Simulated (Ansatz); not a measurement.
## KF: single point, PBE (computed with Ansatz 0.2.0, plane waves, PAW)

```
CELL_PARAMETERS angstrom
0.00000 2.67350 2.67350
2.67350 0.00000 2.67350
2.67350 2.67350 0.00000
ATOMIC_POSITIONS crystal
K 0.00000 0.00000 0.00000
F 0.50000 0.50000 0.50000
```

Command:

```bash
ansatz run input.yaml --threads 4 --pin off --max-ram 8192MiB --backend cpu --events-out ev --progress --plain --runs-dir out
```

Input file:

```yaml
crystal:
  lattice:
    - [0.0, 2.6734993184, 2.6734993184]
    - [2.6734993184, 0.0, 2.6734993184]
    - [2.6734993184, 2.6734993184, 0.0]
  atoms:
    - { symbol: K, position: [0.0, 0.0, 0.0] }
    - { symbol: F, position: [0.5, 0.5, 0.5] }
basis:
  ecutwfc: 420
  ecutrho_ratio: 4
kpoints:
  mp_grid: { grid: [4, 4, 4] }
hamiltonian:
  xc: pbe
scf:
  occupations: { method: gaussian, width: 0.05 }
output:
  forces: true
  stress: true
  eigenvalues: true
  populations: true
  write_density: true
  write_potential: true
  elf: true
  volumetric_format: npy
```

Output (shortened):

```
Engine: ansatz 0.2.0, aarch64-unknown-linux-gnu
Crystal: 2 atoms, lattice volume = 38.218 Å³
Basis set: ecut = 420 eV, 725 PW (Γ), exchange–correlation on 54×54×54 points (8 copies of the dense FFT grid, shifted against one another)
Bands: 12, of which v1, the nominal top of the filled ones, is band 8 counted from 1 (7 counted from 0)
Symmetry: 48 space group operations
Space group: Fm-3m (ITA 225), of the structure as read, at distance tolerance 3.4e-5 Å
k-points: 8 of 64
Initial wavefunctions: pseudopotential atomic-orbital guess
Functional: x = pbe(κ = 0.804, μ = 0.2195149727645171), c = pbe(β = 0.06672455060314922)
SCF iter   1: F=—  HF=-2348.796643 eV  |F-HF|=—  |Δ(HF+E_count)|=         —  Δρ=7.41e-4  dr2=1.07e-4  ethr=1.77e-3  ⟨swp⟩=5.4  Hψ=589  notcnv=0
[…]
SCF iter   4: F=—  HF=-2348.796574 eV  |F-HF|=—  |Δ(HF+E_count)|=   1.65e-7  Δρ=2.03e-4  dr2=1.05e-5  ethr=4.68e-7  ⟨swp⟩=2.0  Hψ=152  notcnv=0
SCF iter   5: F=—  HF=-2348.796577 eV  |F-HF|=—  |Δ(HF+E_count)|=   2.91e-6  Δρ=1.57e-4  dr2=6.98e-6  ethr=6.54e-8  ⟨swp⟩=1.0  Hψ=96  notcnv=0
SCF iter   6: F=—  HF=-2348.796576 eV  |F-HF|=—  |Δ(HF+E_count)|=   1.21e-6  Δρ=8.10e-5  dr2=1.93e-6  ethr=4.36e-8  ⟨swp⟩=1.0  Hψ=96  notcnv=0
SCF iter   7: F=-2348.796576 eV  HF=-2348.796576 eV  |F-HF|=3.18e-8  |Δ(HF+E_count)|=   4.73e-7  Δρ=1.11e-5  dr2=3.75e-8  ethr=6.25e-10  ⟨swp⟩=5.5  Hψ=503  notcnv=0
SCF 1 converged in 7 iterations: F = -2348.796576 eV  dr2 = 3.75e-8
  greatest PAW one-centre occupation: 0.988 electrons in one spin orbital (limit 2), on the K atom at site 0 (counted from 0), in its partial waves of l = 0
SCF converged after 7 iterations
Free energy (F): -2348.796576 eV
Harris-Foulkes:  -2348.796576 eV  (|F-HF|=3.18e-8)
Internal energy: -2348.796576 eV  (E = F + TS)
E sigma→0 (E₀):  -2348.796576 eV
Fermi energy:    4.534812 eV
--- Forces (eV/Å), atoms counted from 1 ---
  atom   1  K     -0.00000000     0.00000000     0.00000000
  atom   2  F      0.00000000    -0.00000000    -0.00000000
--- Stress (GPa, compression-positive) ---
        1.317132       0.000000      -0.000000
       -0.000000       1.317132      -0.000000
       -0.000000      -0.000000       1.317132
  P = ⅓ Tr σ = 1.3171 GPa (13.171 kbar)
--- Löwdin populations: 2 sites ---
  site symbol       q [e]
     0      K      8.1407
     1      F      7.7804
  spilling = 0.004935 (of n_electrons = 16.000000)
```

In short: gap on the mesh 6.17 eV; pressure 1.3 GPa.

Time: 0.34 s on 4 threads of Arm Neoverse V1 (shared host), peak memory 0.27 GiB.
